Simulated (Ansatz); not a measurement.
Rb (bcc, W type), conventional cell a = 5.671 Å, b = 5.671 Å, c = 5.671 Å, α = 90.00°, β = 90.00°, γ = 90.00°. The calculation uses the primitive cell of 1 atom, to which meshes and values per cell refer.

This relaxed cell (volume V₀) is scaled evenly in all directions, its shape held. Symmetry pins the atoms to their sites.

Calculation: PBE (plane waves to 420 eV, PAW, scalar-relativistic; Ansatz, a quantum-chemistry and plane-wave program). k mesh 12×12×12 (Γ-centred), Fermi-Dirac smearing 0.05 eV. The energy includes the smearing's −TS. Compression counts positive. Rb was relaxed with its symmetry unable to fall. ΔE is measured from the relaxed starting cell.

Task: What ΔE (meV/atom) and P (GPa) does the calculation give at V/V₀ = 0.940, 0.960, 1.020, 1.040, 1.080?

Result: 
```json
[
 {"V/V₀": "0.940", "ΔE (meV/atom)": "3", "P (GPa)": "0.2"},
 {"V/V₀": "0.960", "ΔE (meV/atom)": "1", "P (GPa)": "0.1"},
 {"V/V₀": "1.020", "ΔE (meV/atom)": "0", "P (GPa)": "-0.1"},
 {"V/V₀": "1.040", "ΔE (meV/atom)": "1", "P (GPa)": "-0.1"},
 {"V/V₀": "1.080", "ΔE (meV/atom)": "4", "P (GPa)": "-0.2"}
]
```

(A scan under strain: stresses follow from slopes of the energy per volume, elastic moduli from its curvatures.)
